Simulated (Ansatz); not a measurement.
CsPbCl3 (cubic perovskite)

```
CELL_PARAMETERS angstrom
      5.73565     0.00000     0.00000
      0.00000     5.73565     0.00000
      0.00000     0.00000     5.73565
ATOMIC_POSITIONS crystal
  Cs 0.00000 0.00000 0.00000
  Pb 0.50000 0.50000 0.50000
  Cl 0.00000 0.50000 0.50000
  Cl 0.50000 0.50000 0.00000
  Cl 0.50000 0.00000 0.50000
```

In each cell atom 2 (Pb, nearest neighbour Cl at 2.868 Å; its periodic images, 5.7 Å or more away, move with it) moves by s·(0.000, 0.000, 1.000) (along Cartesian z), the rest being held.

All values below come from PBE (plane waves to 420 eV, PAW, scalar-relativistic; Ansatz, an electronic-structure program). k mesh 5×5×5 (Γ-centred), Fermi-Dirac smearing 0.05 eV. E stands for the smeared free energy. CsPbCl3 was relaxed with its symmetry unable to fall. Spin-orbit coupling is left out, though Pb is heavy. The PAW data are Ansatz's earlier set. This is a high-temperature form of CsPbCl3. ΔE is measured from the undisplaced structure.

### Question
What ΔE (meV/cell) does the calculation give at s (Å) = -0.456, -0.342, -0.114, 0.114, 0.228, 0.342, 0.456, 0.570?

### Answer
```json
[
 {"s (Å)": "-0.456", "ΔE (meV/cell)": "376"},
 {"s (Å)": "-0.342", "ΔE (meV/cell)": "164"},
 {"s (Å)": "-0.114", "ΔE (meV/cell)": "12"},
 {"s (Å)": "0.114", "ΔE (meV/cell)": "12"},
 {"s (Å)": "0.228", "ΔE (meV/cell)": "58"},
 {"s (Å)": "0.342", "ΔE (meV/cell)": "164"},
 {"s (Å)": "0.456", "ΔE (meV/cell)": "376"},
 {"s (Å)": "0.570", "ΔE (meV/cell)": "763"}
]
```

(A displaced cell: forces are minus the slopes of the energy, force constants its curvatures, and phonons follow from these.)
